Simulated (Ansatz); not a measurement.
## Al₂O₃: from a starting cell to a relaxed one

The start is a relaxed Al2O3 cell shaken by Gaussian noise of σ = 0.08 Å a coordinate. The structure is fully relaxed (lattice and positions, P = 0) with r2SCAN (plane waves to 500 eV, PAW, scalar-relativistic; Ansatz, a quantum-chemistry and plane-wave program). First-step values are on the input's coarse k-mesh.

Ansatz input (later rounds restart from its end on a renewed k-mesh):
Ansatz 0.2 input:
```yaml
crystal:
  lattice:
    - [5.4604351904, 0, 0]
    - [0, 5.4604351904, 0]
    - [0, 0, 2.7885551977]
  atoms:
    - { symbol: O, position: [-0.0000684298, 0.0032163768, -0.0097250758] }
    - { symbol: O, position: [0.5041621696, 0.5178130986, -0.0082813475] }
    - { symbol: O, position: [0.1401580831, 0.6316658822, 0.5355335045] }
    - { symbol: O, position: [0.6052656661, 0.8297061302, 0.5041394988] }
    - { symbol: O, position: [0.3474971897, 0.1690281436, 0.5344172002] }
    - { symbol: O, position: [0.8589576101, 0.3647092214, 0.4891534069] }
    - { symbol: Al, position: [0.297602348, 0.8050775882, 0.0070924586] }
    - { symbol: Al, position: [0.8209027066, 0.7301690938, -0.0333172942] }
    - { symbol: Al, position: [0.1887485953, 0.2886844606, 0.0160909387] }
    - { symbol: Al, position: [0.7196991142, 0.184904211, 0.0251666887] }
basis: { ecutwfc: 500, ecutrho_ratio: 4, xc_grid: 4, fft_grid_basis: typed }
kpoints: { mp_grid: { grid: [4, 4, 8] } }
hamiltonian:
  xc: r2scan
  dispersion: none
  pseudopotentials: { kind: paw }
scf: { occupations: { method: fermi_dirac, width: 0.05 } }
relax: { f_tol: 0.01, max_steps: 100, cell: { stress_tol: 0.02 } }
output: { forces: true, stress: true }
```

| Quantity | Result |
|---|---|
| Initial pressure | +5.4 GPa (positive: the cell is compressed) |
| Largest initial force | 5.03 eV/Å, on O4 (atoms numbered as listed) |
| Energy released | 1.01 eV/atom |
| Volume change | +11.0 %, from 8.31 to 9.23 Å³/atom |
| Relative to the parent | It does not go back: it reaches P2₁ (No. 4), 0.800 eV/atom below the parent |
| Band gap at the end | 5.02 eV, direct at Γ (no spin-orbit coupling) |
| Optimiser moves | 23 |

It ends as:

```cif
data_Al4O6
_chemical_formula_sum 'O6 Al4'
_space_group_name_H-M_alt 'P21'
_space_group_IT_number 4
_space_group_name_Hall 'P 2yb'
_cell_length_a 2.94120
_cell_length_b 4.68124
_cell_length_c 6.76074
_cell_angle_alpha 90.000
_cell_angle_beta 97.360
_cell_angle_gamma 90.000
loop_
_atom_site_label
_atom_site_type_symbol
_atom_site_symmetry_multiplicity
_atom_site_Wyckoff_symbol
_atom_site_fract_x
_atom_site_fract_y
_atom_site_fract_z
_atom_site_occupancy
O1 O 2 a 0.15515 0.02161 0.63097 1
O2 O 2 a 0.23806 0.43641 0.03093 1
O3 O 2 a 0.46996 0.05860 0.31740 1
Al1 Al 2 a 0.76558 0.25465 0.12663 1
Al2 Al 2 a 0.65778 0.23728 0.56234 1
```

Final values are on a 11×7×5 k-mesh of the relaxed cell. No spin polarisation in the result.

The relaxed structure here is a generated cell of Al2O3: the first start was made by placing the elements on the sites of a structure type, and the end was not matched to a known phase here, so it may be hypothetical. Known forms of Al2O3 include space group No. 167.
